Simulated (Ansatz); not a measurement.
Ni (fcc, Cu type)

```xyz
1
Lattice="0.0000 1.7314 1.7314 1.7314 0.0000 1.7314 1.7314 1.7314 0.0000" Properties=species:S:1:pos:R:3 pbc="T T T"
Ni     0.0000     0.0000     0.0000
```

The relaxed cell is deformed in two ways at once: its volume V is scaled, and at that volume it is stretched along z (the c axis of the conventional cell) so that c/a changes. Fractional atomic positions are held.

Computed with PBEsol (plane waves to 420 eV, PAW, scalar-relativistic; Ansatz, a first-principles code). k mesh 23×23×23 (Γ-centred), Fermi-Dirac smearing 0.05 eV. Compression counts positive. With partly filled bands, the response to shear is sensitive to the k mesh, so small differences along c/a are uncertain. Ni was relaxed with its symmetry unable to fall. Relaxed Ni ends ferromagnetic. Other magnetic orders were not checked, so this need not be the ground state. 

```tsv
σzz − σxx (GPa)	V/V₀ = 0.960	V/V₀ = 0.980	V/V₀ = 1.000	V/V₀ = 1.020	V/V₀ = 1.040
(c/a)/(c/a)₀ = 0.960	___	5.3	5.0	4.7	4.5
(c/a)/(c/a)₀ = 0.980	3.0	2.8	2.7	2.5	2.4
(c/a)/(c/a)₀ = 1.000	0.0	0.0	0.0	0.0	0.0
(c/a)/(c/a)₀ = 1.020	-3.3	-3.1	-2.9	-2.8	-2.6
(c/a)/(c/a)₀ = 1.040	-6.8	-6.4	-6.1	-5.7	___
```

**Question.** Fill in the missing entries.

**Answer.** 
- (c/a)/(c/a)₀ = 0.960, V/V₀ = 0.960: 5.5
- (c/a)/(c/a)₀ = 1.040, V/V₀ = 1.040: -5.4

(Under strain, the slope of the energy per volume gives the stress and its curvature an elastic modulus.)
